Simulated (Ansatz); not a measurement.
GdGa₃Cu:
```yaml
crystal:
  lattice:
    - [-2.08208, 2.08208, 5.30074]
    - [2.08208, -2.08208, 5.30074]
    - [2.08208, 2.08208, -5.30074]
  atoms:
    - { symbol: Gd, position: [0.12739, 0.12739, 0.00000] }
    - { symbol: Cu, position: [0.49793, 0.49793, 0.00000] }
    - { symbol: Ga, position: [0.87643, 0.37643, 0.50000] }
    - { symbol: Ga, position: [0.37643, 0.87643, 0.50000] }
    - { symbol: Ga, position: [0.72046, 0.72046, 0.00000] }
```
The run is spin-polarised; directions of the spins, atom by atom: ↑ 0 0 0 0.

Relaxed with PBE. Special points in fractions of this cell's reciprocal vectors: Γ (0.000, 0.000, 0.000); X (0.000, 0.000, 0.500); P (0.250, 0.250, 0.250); N (0.000, 0.500, 0.000); M (0.500, 0.500, -0.500); S (0.289, 0.711, -0.289); S0 (-0.289, 0.289, 0.289); R (-0.077, 0.077, 0.500); G (0.500, 0.500, -0.077).

### Question
List the band energies nearest the Fermi level at these points for PBE (plane waves, PAW; program Ansatz).

### Answer
In eV from the Fermi level; about four levels below and three above (degenerate sets whole), none deeper than 8.9 eV; points with the same levels are listed once.

```
k                            below           above
---  -----------------------------  --------------
Γ ↑        -3.02 -1.55 -1.55 -1.37  0.09 1.96 1.96
X ↑        -3.18 -2.52 -1.99 -1.98  2.08 2.81 2.85
P ↑  -3.31 -3.31 -2.34 -1.99 -1.99  0.86 2.90 2.90
N ↑        -3.25 -2.93 -0.97 -0.07  0.81 1.22 1.63
M ↑        -1.50 -1.50 -1.49 -0.11  1.21 1.27 1.27
S ↑        -3.36 -1.49 -1.13 -0.78  0.62 1.28 1.76
R ↑        -2.99 -2.67 -1.84 -1.78  1.92 2.53 2.53
Γ ↓        -3.04 -1.44 -1.44 -1.39  0.37 0.38 0.38
X ↓        -3.16 -2.45 -1.84 -1.79  0.49 0.51 0.52
P ↓  -3.29 -3.29 -2.29 -1.81 -1.81  0.40 0.52 0.52
N ↓        -3.21 -2.92 -0.79 -0.10  0.34 0.47 0.53
M ↓        -3.37 -1.58 -1.58 -1.44  0.23 0.44 0.45
S ↓        -3.36 -1.43 -0.99 -0.75  0.42 0.43 0.49
R ↓        -2.97 -2.63 -1.66 -1.65  0.49 0.51 0.52
```

Space group I4mm. The workflow started from an entry of the Crystallography Open Database (COD, 293 K). Whether it is the stable phase at ambient conditions was not checked. The PBE relaxation kept the symmetry of its start; whether a distortion lowers the energy is not shown. Spin order of the final state: ferromagnetic, the only order run, not a proven ground state. Caveat: open 4f shells can settle in a state that is not the lowest. No Hubbard U is applied. Scalar-relativistic: spin–orbit coupling is off unless named, which matters more the heavier the elements.

Potentials: the later of the program's two PAW sets.
